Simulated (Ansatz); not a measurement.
Si$_{2}$Mo:
Space group Fddd, origin choice 1 (No. 70); a = 4.5768 Å, b = 7.9932 Å, c = 8.7302 Å, α = β = γ = 90.00°

```json
[
 {"atom": "Si", "site": "16f", "symmetry": ".2.", "x": "0.0000", "y": "0.3361", "z": "0.0000"},
 {"atom": "Mo", "site": "8a", "symmetry": "222", "x": "0.0000", "y": "0.0000", "z": "0.0000"}
]
```
(The calculation used a cell of 6 atoms; values per cell refer to that cell.)

Relaxed with r²SCAN.

**Question.** Tabulate the valence density and the electron localisation function along the shortest Si–Si contact (2.54 Å), plane-wave PAW r²SCAN (Ansatz code).

**Answer.** 

| distance from Si (Å) | density (e/Å³) | ELF |
|---|---|---|
| 0.25 | 0.15 | 0.37 |
| 0.38 | 0.20 | 0.30 |
| 0.51 | 0.27 | 0.34 |
| 0.64 | 0.35 | 0.46 |
| 0.76 | 0.40 | 0.59 |
| 0.89 | 0.42 | 0.67 |
| 1.02 | 0.41 | 0.70 |
| 1.14 | 0.39 | 0.70 |
| 1.27 | 0.38 | 0.69 |
| 1.40 | 0.39 | 0.70 |
| 1.52 | 0.41 | 0.70 |
| 1.65 | 0.42 | 0.67 |
| 1.78 | 0.40 | 0.59 |
| 1.91 | 0.35 | 0.46 |
| 2.03 | 0.27 | 0.34 |
| 2.16 | 0.20 | 0.30 |
| 2.29 | 0.15 | 0.37 |

The density is the valence pseudo-density with augmentation charge, so density and ELF within about 1 Å of a nucleus are not all-electron values.

The start of the workflow was typed in or built on a structure type; neither database checked (COD, Materials Project) lists it. It is not the phase usual at ambient conditions (space group No. 139). The cell was relaxed with r²SCAN under the symmetry of its start; whether a distortion lowers the energy is not shown. The run is not spin-polarised.

Potentials: the earlier of the program's two PAW sets.
